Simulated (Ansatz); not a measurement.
Y3Si3Pd2 in space group Cmcm (No. 63; Pearson symbol oS32), the program Ansatz at the r²SCAN level (PAW), all energies at zero smearing, with the estimated change up to a 700 eV cutoff added, with one set of potentials and settings (totals compare only within such a set). Cell of 16 atoms (6 Y, 6 Si, 4 Pd): -54952.078 eV.

```json
[
 {"element": "Y", "reference phase": "P6_3/mmc, 2 atoms in the cell", "E (eV/atom)": "-3859.7073"},
 {"element": "Si", "reference phase": "Fd-3m, 2 atoms in the cell", "E (eV/atom)": "-639.0667"},
 {"element": "Pd", "reference phase": "Fm-3m, 1 atoms in the cell", "E (eV/atom)": "-6985.7456"}
]
```

Formation energy per atom, worked out: (-54952.078 − 6×(-3859.7073) − 6×(-639.0667) − 4×(-6985.7456))/16 = -1.028 eV/atom (-99 kJ per mol of atoms), at 0 K, without zero-point energy or fitted corrections.

The first step of the workflow began from a Materials Project structure, measured or hypothetical; the Crystallography Open Database copy checked does not list it. Its standing as an ambient phase is unchecked. Symmetry was held in the r²SCAN relaxation; its stability against distortions is not shown here. The run is not spin-polarised. The references are the lowest solids computed at this level, not always the standard phases.

Potentials: the later of the program's two PAW sets.
